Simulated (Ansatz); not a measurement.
SiSnO3:
```xyz
5
Lattice="3.4654 0.0000 0.0000 0.0000 3.4654 0.0000 0.0000 0.0000 4.6916" Properties=species:S:1:pos:R:3 pbc="T T T"
Si     1.7327     1.7327     2.3005
Sn     0.0000     0.0000     0.0704
O      1.7327     1.7327     3.9314
O      1.7327     0.0000     1.7892
O      0.0000     1.7327     1.7892
```

Relaxed with PBEsol.

Problem. Give the optical modes at the zone centre with their infrared activity from DFPT, the program Ansatz at the PBEsol level (PAW).

Solution. Transverse frequencies, without the LO–TO term; a row sums one degenerate level.

```
ω (cm⁻¹)  degeneracy  IR ((D/Å)²/amu)     activity  symmetry
--------  ----------  ---------------  -----------  --------
79                 2            24.62           IR         E
215                1             9.25           IR        A1
250                1             0.00  IR-inactive        B1
296                2            23.39           IR         E
352                2            40.00           IR         E
490                1            12.94           IR        A1
632                2            10.97           IR         E
863                1            19.48           IR        A1
```

Problem. How high does the top mode go among those that the LO–TO term moves?

Solution. 700 cm⁻¹ for q along x, 700 cm⁻¹ for q along y, 959 cm⁻¹ for q along z.

Space group P4mm. The cell is a constructed one: a structure type filled with these elements; neither database checked (COD, Materials Project) lists it. Its standing as an ambient phase is unchecked. Symmetry was held in the PBEsol relaxation; its stability against distortions is not shown here. Spin–orbit coupling is left out wherever it is not named.

Potentials: the later of the program's two PAW sets.
